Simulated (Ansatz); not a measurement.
Relaxed-ion elastic tensor of Si2W in space group P6_222 (No. 180; Si on 6j, W on 3d) in GPa (Voigt order), DFT-PBEsol in the program Ansatz with PAW potentials; density 9.98 g/cm³, 13.31 Å³ per atom.

```
 452  86.9   149   0.0   0.0   0.0
86.9   452   149   0.0   0.0   0.0
 149   149   441   0.0   0.0   0.0
 0.0   0.0   0.0   145   0.0   0.0
 0.0   0.0   0.0   0.0   145   0.0
 0.0   0.0   0.0   0.0   0.0   182
```

**Question.** Is the crystal mechanically stable?

**Answer.** Yes: the smallest eigenvalue of C is 145 GPa.

**Question.** Work out the Voigt, Reuss and Hill averages.

**Answer.** K_V = 235, K_R = 234, K_H = 235; G_V = 159, G_R = 156, G_H = 157 GPa.

**Question.** Give Young's modulus, Poisson's ratio, Pugh's ratio and the universal anisotropy index.

**Answer.** E = 9KG/(3K + G) = 386 GPa; ν = 0.23; K/G = 1.49 (brittle by the Pugh limit of 1.75); A_U = 5G_V/G_R + K_V/K_R − 6 = 0.08.

**Question.** Estimate the sound speeds and the Debye temperature.

**Answer.** v_l = √((K + 4G/3)/ρ) = 6670 m/s, v_t = √(G/ρ) = 3970 m/s, mean 4400 m/s; Θ = (h/k)(3n/4πV)^(1/3) v_m = 552 K.

**Question.** Solve the Christoffel equation for the three sound speeds along x, y, z.

**Answer.** Eigenvalues of C_ijkl n_j n_l equal ρv². In km/s, slowest first: x 3.82, 4.28, 6.73; y 3.82, 4.28, 6.73; z 3.82, 3.82, 6.64.

**Question.** How much does each axis shrink under pressure?

**Answer.** Linear compressibilities β_i = Σ_j S_ij (j = 1 to 3): x 1.5, y 1.5, z 1.2 per TPa.

The workflow started from a Materials Project entry (that database holds measured and hypothetical structures alike); the Crystallography Open Database copy checked does not list it. It is not the phase usual at ambient conditions (space group No. 139). Symmetry was held in the PBEsol relaxation; whether a distortion lowers the energy is not shown. The run is not spin-polarised. As this level gives no gap, shear constants depend on the k-mesh and smearing (Fermi–Dirac, 0.1 eV here). Scalar-relativistic: spin–orbit coupling is off unless named, which matters more the heavier the elements.

Potentials: the earlier of the program's two PAW sets. The files were generated under PBE; for other functionals the program regenerates the frozen cores, and for LDA and PBEsol the local potential too.
